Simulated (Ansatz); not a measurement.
Values for one crystal, relaxed and computed with PBEsol in the plane-wave PAW code Ansatz; other levels are named.

```yaml
volume_per_atom: 14.49 Å³
electronic_character: metallic (no gap)
mechanical_stability: unstable (C has a negative eigenvalue)
Elastic constants (relaxed ions, GPa): C11 = 162, C12 = 202, C13 = 141, C33 = 292, C44 = 76.8
Gap with spin–orbit coupling: none (metallic)
Density of states at the Fermi level: 0.84 states/eV per atom (mean over ±0.08 eV)
Formation energy from the elements (no fitted shifts): -0.13 eV/atom
```

Task: Pick the material that matches.
(A) InRu3N, anti-perovskite
(B) InMo2N, P6_3/mmc (In on 2d, Mo on 4f, N on 2a)
(C) InP, P3_221 (In on 3a, P on 3b)
(D) TaN, rock salt

Result: B, InMo2N, P6_3/mmc (In on 2d, Mo on 4f, N on 2a)

The start of the workflow was typed in or built on a structure type; neither database checked (COD, Materials Project) lists it. Its standing as an ambient phase is unchecked. The PBEsol relaxation kept the symmetry of its start. The workflow began spin-polarised and lost its moments. As this level gives no gap, shear constants depend on the k-mesh and smearing (Fermi–Dirac, 0.1 eV here). The references are the lowest solids computed at this level, not always the standard phases (solids in place of the gases). Scalar-relativistic: spin–orbit coupling is off unless named, which matters more the heavier the elements.

Potentials: the earlier of the program's two PAW sets. The files were generated under PBE; for other functionals the program regenerates the frozen cores, and for LDA and PBEsol the local potential too.
